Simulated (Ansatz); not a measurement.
A geometry of ZnInGaO4 away from equilibrium: step 8 of the relaxation of a relaxed ZnInGaO4 cell squeezed uniformly to 70 % of its volume. Level of theory: PBE (plane waves to 420 eV, PAW, scalar-relativistic; Ansatz, an electronic-structure program). Γ-centred k-mesh 9×9×9 on the run's cell (coarser than for final values), Fermi–Dirac smearing 0.05 eV.

```xyz
7
Lattice="1.6588 0.9577 8.5972 -1.6588 0.9577 8.5972 0.0000 -1.9154 8.5972" Properties=species:S:1:pos:R:3:forces:R:3 pbc="T T T" free_energy=-14971.124 pressure_GPa=5.9
In     0.0000     0.0000    25.7172    0.0000    0.0000   -0.0014
Ga     0.0000     0.0000     5.4894    0.0000    0.0000   -0.0014
Zn     0.0000     0.0000    20.1501    0.0000    0.0000   -0.0019
O      0.0000     0.0000     3.5115    0.0000    0.0000    0.0208
O      0.0000     0.0000    22.6680    0.0000    0.0000    0.0074
O      0.0000     0.0000     7.4465    0.0000    0.0000    0.0064
O      0.0000     0.0000    18.1837    0.0000    0.0000   -0.0299
```

Positions in Å, forces in eV/Å, free energy of the cell in eV (comparable only within this code, potentials and settings). Largest force: 0.03 eV/Å, on O7 (atoms numbered as listed); the geometry lies 0.01 eV/atom above the end of its relaxation.

No spin polarisation in the result.

The run could not lose the symmetry of its start.
